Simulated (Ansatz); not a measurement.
Geometry optimisation in Ansatz: input, command and trajectory.

```yaml
crystal:
  lattice:
    - [3.53341859, -4.739994422, -0.0044413039]
    - [3.3756658473, 4.6489158333, 0.0020893486]
    - [-0.0037631285, 0.0060327584, 9.3311757295]
  atoms:
    - { symbol: V, position: [0.3386104871, 0.084453721, 0.6216467899] }
    - { symbol: V, position: [0.9293384873, 0.6572606624, 0.6191343019] }
    - { symbol: V, position: [0.1157805264, 0.874585586, 0.405925335] }
    - { symbol: Nb, position: [0.3855322819, 0.6279397998, 0.6272484333] }
    - { symbol: Nb, position: [0.1298503129, 0.3780126494, 0.8691414743] }
    - { symbol: Nb, position: [0.6183369722, 0.8785882744, 0.3790871778] }
    - { symbol: Nb, position: [0.1205864569, 0.8737323017, 0.8603796714] }
    - { symbol: Hf, position: [0.3300709723, 0.0950838332, 0.1344668837] }
    - { symbol: Hf, position: [0.8682875447, 0.125775309, 0.6245403327] }
    - { symbol: Hf, position: [0.4212307241, 0.624208599, 0.1206175221] }
    - { symbol: Hf, position: [0.6324018154, 0.3838903309, 0.3893623815] }
    - { symbol: Hf, position: [0.6306217146, 0.3790034412, 0.8641225758] }
    - { symbol: Hf, position: [0.1280213372, 0.3843789187, 0.3722936518] }
    - { symbol: Ta, position: [0.8372756322, 0.1241866556, 0.1207825255] }
    - { symbol: Ta, position: [0.9135695444, 0.6477563744, 0.1292093193] }
    - { symbol: Ta, position: [0.6193117213, 0.87741908, 0.8680427242] }
  symmetry: { detect: false }
basis:
  ecutwfc: 420
kpoints:
  mp_grid: { grid: [4, 4, 3] }
hamiltonian:
  xc: pbe
scf:
  occupations: { method: gaussian, width: 0.1 }
  lower_state_search: "off"
output:
  forces: true
  stress: true
  eigenvalues: true
relax:
  adjacent_minimum: "off"
  f_tol: 0.04
  max_steps: 25
  cell: { stress_tol: 0.3 }
```

```bash
ansatz run input.yaml --threads 4 --pin off --max-ram 9216MiB --backend cpu --events-out ev --progress --plain --runs-dir out
```

All numbers below come from DFT PBE, scalar-relativistic, plane waves, PAW in Ansatz.

Of 6 frames 5 are shown, positions in Å and forces in eV/Å; the SCF threshold varies from step to step. Steps run on the plane waves of an earlier cell, with a Pulay correction in the pressure. The basis is chosen afresh for the last frame, the zero of the energies, and at times for earlier ones too; energy and pressure can step there, also at an unchanged geometry. Where two frames share a geometry here, they differ by under 2 meV/atom and 0.3 GPa.

```xyz
16
Lattice="3.5334 -4.7400 -0.0044 3.3757 4.6489 0.0021 -0.0038 0.0060 9.3312" Properties=species:S:1:pos:R:3:forces:R:3 pbc="T T T" step=1 free_energy_over_end_meV_per_atom=3.89 pressure_GPa=-0.20
V     1.4792   -1.2086    5.7994    0.0423   -0.0442    0.0747
V     5.5001   -1.3458    5.7745   -0.0273    0.0009   -0.0331
V     3.3599    3.5195    3.7891   -0.0560    0.0045   -0.0762
Nb    3.4796    1.0956    5.8526   -0.1112   -0.0396   -0.0802
Nb    1.7316    1.1471    8.1103    0.0087    0.0220    0.1424
Nb    5.1492    1.1559    3.5364    0.0280   -0.0116    0.0089
Nb    3.3723    3.4955    8.0296    0.0337   -0.0178    0.0166
Hf    1.4867   -1.1217    1.2535    0.1263   -0.0423   -0.0163
Hf    3.4902   -3.5272    5.8241    0.0771    0.0556    0.0049
Hf    3.5951    0.9060    1.1249   -0.1313    0.0316   -0.1031
Hf    3.5290   -1.2106    3.6312    0.0215    0.0269    0.0279
Hf    3.5044   -1.2220    8.0613    0.0252    0.0127   -0.0707
Hf    1.7485    1.1824    3.4742   -0.0477    0.0297    0.0006
Ta    3.3772   -3.3906    1.1236    0.2035   -0.1319    0.0013
Ta    5.4141   -1.3182    1.2030   -0.1630    0.0619   -0.0169
Ta    5.1469    1.1487    8.0989   -0.0299    0.0414    0.1192
16
Lattice="3.4409 -4.7652 0.0027 3.3367 4.7105 0.0021 0.0059 -0.0009 9.3347" Properties=species:S:1:pos:R:3:forces:R:3 pbc="T T T" step=2 free_energy_over_end_meV_per_atom=1.84 pressure_GPa=0.74
V     1.4553   -1.2475    5.8068   -0.0241   -0.0017    0.0162
V     5.3831   -1.3124    5.7774    0.0275   -0.0119   -0.1127
V     3.3146    3.5643    3.7704   -0.0478    0.0205   -0.0287
Nb    3.3877    1.1163    5.8423    0.1411    0.1231    0.1358
Nb    1.7185    1.1730    8.1599   -0.1060   -0.0235   -0.0952
Nb    5.0762    1.1897    3.5317    0.0383   -0.0469    0.0203
Nb    3.3386    3.5447    8.0454    0.0633   -0.0548    0.0636
Hf    1.5194   -1.1890    1.2475   -0.0586   -0.1155   -0.0303
Hf    3.4400   -3.5388    5.8477   -0.1323   -0.0549    0.0276
Hf    3.4685    0.9703    1.1092   -0.0637    0.0532    0.0284
Hf    3.4549   -1.1845    3.6429    0.0232    0.0255    0.1391
Hf    3.4476   -1.2080    8.0456   -0.0394    0.0201    0.0464
Hf    1.7019    1.2147    3.4735    0.0506   -0.0373    0.0161
Ta    3.3827   -3.4889    1.1309   -0.2178    0.1597   -0.1634
Ta    5.2401   -1.2642    1.2011    0.2207   -0.0845   -0.0021
Ta    5.0573    1.2023    8.1395    0.1249    0.0289   -0.0608
16
Lattice="3.4570 -4.7630 0.0008 3.3570 4.7120 0.0066 0.0095 0.0055 9.3550" Properties=species:S:1:pos:R:3:forces:R:3 pbc="T T T" step=3 free_energy_over_end_meV_per_atom=0.35 pressure_GPa=-0.23
V     1.4610   -1.2326    5.8194    0.0104   -0.0177    0.0495
V     5.4199   -1.3121    5.7872    0.0254   -0.0289   -0.0617
V     3.3361    3.5686    3.7837   -0.0688    0.0153   -0.0025
Nb    3.4320    1.1374    5.8737   -0.0096    0.0000   -0.0304
Nb    1.7102    1.1745    8.1609    0.0071    0.0019    0.0113
Nb    5.1092    1.1912    3.5416    0.0031   -0.0418   -0.0097
Nb    3.3649    3.5350    8.0658    0.0127    0.0701    0.0512
Hf    1.5101   -1.1853    1.2497   -0.0134   -0.0192    0.0077
Hf    3.4394   -3.5370    5.8555    0.0054   -0.0066   -0.0178
Hf    3.4877    0.9632    1.1098   -0.0185    0.0264   -0.0079
Hf    3.4806   -1.1808    3.6680    0.0015    0.0310    0.0229
Hf    3.4665   -1.1918    8.0683   -0.0299   -0.0353    0.0210
Hf    1.7196    1.2130    3.4865    0.0001   -0.0068    0.0009
Ta    3.3783   -3.4625    1.1193    0.0058    0.0016   -0.0492
Ta    5.2892   -1.2678    1.2067    0.0497   -0.0033    0.0027
Ta    5.1035    1.2097    8.1598    0.0191    0.0134    0.0120
16
Lattice="3.4541 -4.7547 0.0000 3.3615 4.7093 0.0092 0.0119 0.0089 9.3480" Properties=species:S:1:pos:R:3:forces:R:3 pbc="T T T" step=4 free_energy_over_end_meV_per_atom=0.15 pressure_GPa=0.01
V     1.4597   -1.2316    5.8209    0.0177   -0.0125    0.0386
V     5.4225   -1.3086    5.7832    0.0111   -0.0073   -0.0478
V     3.3359    3.5661    3.7825   -0.0529    0.0216   -0.0116
Nb    3.4370    1.1380    5.8665   -0.0227    0.0148    0.0036
Nb    1.7166    1.1825    8.1528   -0.0047   -0.0007    0.0091
Nb    5.1156    1.1877    3.5357    0.0102   -0.0256   -0.0043
Nb    3.3711    3.5495    8.0699    0.0225   -0.0321   -0.0074
Hf    1.5101   -1.1849    1.2526   -0.0037    0.0043    0.0163
Hf    3.4372   -3.5310    5.8489    0.0072    0.0116   -0.0127
Hf    3.4859    0.9671    1.1088   -0.0174    0.0134   -0.0043
Hf    3.4799   -1.1749    3.6715    0.0138    0.0134    0.0070
Hf    3.4661   -1.1847    8.0668   -0.0075   -0.0235    0.0028
Hf    1.7188    1.2112    3.4829   -0.0128    0.0029    0.0003
Ta    3.3802   -3.4523    1.1066    0.0270   -0.0080   -0.0013
Ta    5.2966   -1.2581    1.2097   -0.0017    0.0063   -0.0028
Ta    5.1064    1.2187    8.1543    0.0138    0.0215    0.0145
16
Lattice="3.4513 -4.7514 0.0022 3.3659 4.7112 0.0149 0.0226 0.0126 9.3492" Properties=species:S:1:pos:R:3:forces:R:3 pbc="T T T" step=6 free_energy_over_end_meV_per_atom=0.00 pressure_GPa=-0.02
V     1.4681   -1.2328    5.8401   -0.0056   -0.0008   -0.0062
V     5.4321   -1.3037    5.7759    0.0014    0.0150    0.0069
V     3.3213    3.5812    3.7780    0.0014    0.0047   -0.0018
Nb    3.4465    1.1431    5.8733   -0.0200    0.0076    0.0019
Nb    1.7283    1.1828    8.1525    0.0034   -0.0141    0.0032
Nb    5.1255    1.1874    3.5385    0.0139   -0.0288   -0.0041
Nb    3.3932    3.5484    8.0764   -0.0087   -0.0006    0.0135
Hf    1.5129   -1.1894    1.2610   -0.0095    0.0033    0.0125
Hf    3.4416   -3.5236    5.8511    0.0017    0.0004    0.0022
Hf    3.4762    0.9751    1.1093    0.0070   -0.0023   -0.0038
Hf    3.4852   -1.1652    3.6781    0.0173    0.0031    0.0154
Hf    3.4758   -1.1813    8.0749    0.0198   -0.0095   -0.0039
Hf    1.7202    1.2172    3.4861   -0.0204   -0.0069   -0.0123
Ta    3.3892   -3.4534    1.1081    0.0075    0.0138   -0.0074
Ta    5.2987   -1.2451    1.2165   -0.0099   -0.0171   -0.0116
Ta    5.1233    1.2261    8.1665    0.0006    0.0319   -0.0043
```

The run took 2.2 min on 4 threads of Intel(R) Xeon(R) 6975P-C (Granite Rapids) (shared host), peak memory 2.1 GiB.

The k mesh is coarse. Spin–orbit coupling is left out, which can shift energies with elements as heavy as these. Spin polarisation was left out, and a magnetic state may lie lower.